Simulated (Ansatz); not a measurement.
## Ga4SnS7: ⁷¹Ga NMR of the central transition

Cell: a measured structure from the Crystallography Open Database (COD), ions relaxed with PBE at fixed cell.

Space group Pc (No. 7); a = 7.2690, b = 6.3610, c = 12.4080 Å, β = 106.56°.

```csv
site,Wyckoff,site symmetry,x,y,z
Ga1,2a,1,0.3763,0.4237,0.3309
Ga3,2a,1,0.6327,0.9251,0.3246
Ga5,2a,1,0.4995,0.7529,0.5655
Ga7,2a,1,0.1252,0.9383,0.3218
Sn,2a,1,0.9743,0.6200,0.5191
S11,2a,1,0.0835,0.2744,0.2579
S13,2a,1,0.7362,0.9407,0.5181
S15,2a,1,0.6118,0.2662,0.2617
S17,2a,1,0.3409,0.7561,0.2477
S19,2a,1,0.2166,0.9356,0.5160
S21,2a,1,0.8581,0.7318,0.2762
S23,2a,1,0.4967,0.4134,0.5175
```

One atom of each set is listed.

Method: Kohn–Sham DFT in Ansatz, r2SCAN, plane waves and PAW, scalar-relativistic, 500 eV cutoff, Γ-centred 4×5×3 k-points, Fermi–Dirac smearing 0.02 eV.

⁷¹Ga has I = 3/2 and Q = 107.0 mb (Pyykkö 2018); at 14.1 T its Larmor frequency is ν₀ = 183.6 MHz. Only the quadrupole interaction is simulated: positions count from each site's isotropic chemical shift, and shift anisotropy, dipolar and J coupling are left out.

**Question.** Give C_Q, η, the quadrupolar product P_Q = |C_Q|(1 + η²/3)^½, the second-order isotropic shift and the breadth of the pattern (static powder) for each Ga site.

**Answer.** 

```csv
site,first shell,C_Q (MHz),η,P_Q (MHz),δ_QIS (ppm),breadth (kHz)
Ga1,4 S at 2.23–2.35 Å,-15.8,0.57,16.7,-206,269
Ga3,4 S at 2.26–2.33 Å,-6.53,0.93,7.41,-40.7,56.0
Ga5,4 S at 2.24–2.34 Å,11.5,0.97,13.2,-129,178
Ga7,4 S at 2.27–2.34 Å,-8.63,0.77,9.45,-66.2,89.9
```

δ_QIS = −(ν_Q²/30ν₀²)[I(I+1) − 3/4](1 + η²/3) × 10⁶ ppm with ν_Q = 3|C_Q|/[2I(2I−1)]; it falls as 1/B₀² in ppm, and the breadth as 1/B₀ in kHz.

The largest force is 0.3 eV/Å, so the atoms aren't at the calculated equilibrium and relaxing them would move these values.
